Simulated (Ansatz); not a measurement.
HfSi$_{2}$ in space group P6/mmm (No. 191; Hf on 1a, Si on 2d) at seven volumes, PBE in the plane-wave PAW code Ansatz, shape and atoms relaxed at each. One row is withheld.

```
V (Å³/atom)  P (GPa)
-----------  -------
15.036         13.84
15.532          8.47
16.027          3.84
16.523          0.00
17.019         -3.36
17.514             ?
18.010         -8.65
```

### Question
Fit the shown pressures and predict the withheld one.

### Answer
P = (3/2)B₀(x^(7/2) − x^(5/2))[1 + (3/4)(B′ − 4)(x − 1)] with x = (V₀/V)^(2/3). Least squares on the six rows gives V₀ = 16.519 Å³/atom, B₀ = 120 GPa, B′ = 4.27. At V = 17.514, x = 0.9618 and P = -6.20 GPa. The run itself gave -6.20 GPa.

The cell is a constructed one: a structure type filled with these elements; neither database checked (COD, Materials Project) lists it. COD files the formula under space group No. 63, so this cell is another polymorph or a model. Whether it is the stable phase at ambient conditions was not checked. The PBE relaxation kept the symmetry of its start; whether a distortion lowers the energy is not shown. No spin polarisation was allowed. Spin–orbit coupling is left out wherever it is not named.

Potentials: the earlier of the program's two PAW sets.
